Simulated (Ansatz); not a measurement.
**Property card for SiC**

SiC:
```
CELL_PARAMETERS angstrom
      3.09550     0.00000     0.00000
     -1.54775     2.68078     0.00000
      0.00000     0.00000    20.24369
ATOMIC_POSITIONS crystal
  Si 0.33333 0.66667 0.25011
  Si 0.66667 0.33333 0.75011
  C  0.33333 0.66667 0.96892
  C  0.66667 0.33333 0.46892
  C  0.00000 0.00000 0.09386
  C  0.00000 0.00000 0.59386
  C  0.33333 0.66667 0.34412
  C  0.66667 0.33333 0.84412
  C  0.33333 0.66667 0.71873
  C  0.66667 0.33333 0.21873
  Si 0.33333 0.66667 0.62500
  Si 0.66667 0.33333 0.12500
  Si 0.00000 0.00000 0.00009
  Si 0.00000 0.00000 0.50009
  Si 0.33333 0.66667 0.87518
  Si 0.66667 0.33333 0.37518
```

Space group P6_3mc (No. 186); conventional cell a = 3.0955 Å, b = 3.0955 Å, c = 20.2437 Å, α = 90.00°, β = 90.00°, γ = 120.00°.

Method: plane-wave PAW PBE (Ansatz code). Structure relaxed to zero pressure with the same functional. Other levels are named where they apply.

Cell and energy:

Volume per atom: 10.50 Å³
Density: 3.17 g/cm³
Formation energy from the elements (no fitted shifts): -0.20 eV/atom

Electronic structure:

- Band gap = 1.78 eV (indirect)
- Valence-band maximum = at Γ
- Conduction-band minimum = at M (3 equivalent valleys)
- Smallest direct gap on the standard path = 2.86 eV
- Electron effective mass = 0.23, 0.52, 0.58 mₑ (principal values)
- Hole effective mass, band 1 of 2 at the edge = 3.7 along x, 1.6 along z (mₑ)
- Hole effective mass, band 2 of 2 at the edge = 0.30 along x, 1.6 along z (mₑ)
- HSE06 gap on the PBE cell = 2.66 eV

Mechanics:

- Bulk modulus (Birch–Murnaghan fit) = 213 GPa
- Pressure derivative B′ = 3.9
- Elastic constants (relaxed ions, GPa) = C11 = 482, C12 = 106, C13 = 52.2, C33 = 532, C44 = 161
- Mechanical stability = stable (all eigenvalues of C positive)
- Hill bulk and shear moduli = 213 and 186 GPa
- Young's modulus = 432 GPa
- Poisson's ratio = 0.16
- Debye temperature from the elastic constants = 1140 K
- Piezoelectric stress constants (proper, relaxed ions, C/m²) = e15 = e24 = 0.02

Dielectric response:

* **Electronic dielectric constant ε∞ (DFPT)**: 7.03 (xx = yy), 7.23 (zz)
* **Static dielectric constant ε0 (ions relaxed, cell fixed)**: 10.4 (xx = yy), 10.8 (zz)
* **Born charges (a third of the trace)**: Si +2.64 to +2.74, C -2.73 to -2.69 e
* **Largest static χ(2) component**: 30 pm/V

Phonons:

- Highest zone-centre frequency (without LO–TO term) = 930 cm^-1
- Zone-centre stability = no imaginary mode at Γ
- Dynamical stability on the path = stable (no imaginary branch)
- Zero-point energy = 108.1 meV/atom
- Vibrational entropy at 300 K = 8.7 J/(K·mol of atoms)

Charges:

- Bader charges = Si +2.75 to +2.76, C -2.76 to -2.75 e

The workflow started from an entry of the Crystallography Open Database (COD). Its sites differ from those of the usual phase in this space group: another stacking or structure type. The PBE relaxation kept the symmetry of its start. Signs of piezoelectric constants follow the polarity of the cell as given. The references are the lowest solids computed at this level, not always the standard phases.

Potentials: the later of the program's two PAW sets.
